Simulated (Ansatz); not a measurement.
Relaxed-ion elastic tensor of ZrN (NiAs type, space group No. 194) in GPa (Voigt order), DFT-PBEsol in the program Ansatz with PAW potentials; density 7.41 g/cm³, 11.78 Å³ per atom.

```
504  149  132  0.0  0.0  0.0
149  504  132  0.0  0.0  0.0
132  132  545  0.0  0.0  0.0
0.0  0.0  0.0  127  0.0  0.0
0.0  0.0  0.0  0.0  127  0.0
0.0  0.0  0.0  0.0  0.0  178
```

### Question
Is the crystal mechanically stable?

### Answer
Yes: the smallest eigenvalue of C is 127 GPa.

### Question
Work out the Voigt, Reuss and Hill averages.

### Answer
K_V = 264, K_R = 264, K_H = 264; G_V = 163, G_R = 157, G_H = 160 GPa.

### Question
Give Young's modulus, Poisson's ratio, Pugh's ratio and the universal anisotropy index.

### Answer
E = 9KG/(3K + G) = 399 GPa; ν = 0.25; K/G = 1.66 (near the Pugh limit of 1.75, no verdict); A_U = 5G_V/G_R + K_V/K_R − 6 = 0.18.

### Question
Estimate the sound speeds and the Debye temperature.

### Answer
v_l = √((K + 4G/3)/ρ) = 8020 m/s, v_t = √(G/ρ) = 4640 m/s, mean 5150 m/s; Θ = (h/k)(3n/4πV)^(1/3) v_m = 674 K.

### Question
Solve the Christoffel equation for the three sound speeds along x, y, z.

### Answer
Eigenvalues of C_ijkl n_j n_l equal ρv². In km/s, slowest first: x 4.14, 4.90, 8.25; y 4.14, 4.90, 8.25; z 4.14, 4.14, 8.57.

### Question
How much does each axis shrink under pressure?

### Answer
Linear compressibilities β_i = Σ_j S_ij (j = 1 to 3): x 1.3, y 1.3, z 1.2 per TPa.

Space group P6_3/mmc (NiAs type). The first step of the workflow began from a Materials Project structure, measured or hypothetical; the Crystallography Open Database copy checked does not list it. It is not the phase usual at ambient conditions (space group No. 225). The PBEsol relaxation kept the symmetry of its start; of distortions, only those at the zone centre were tested. No spin polarisation was allowed. As this level gives no gap, shear constants depend on the k-mesh and smearing (Fermi–Dirac, 0.1 eV here).

Potentials: the later of the program's two PAW sets.
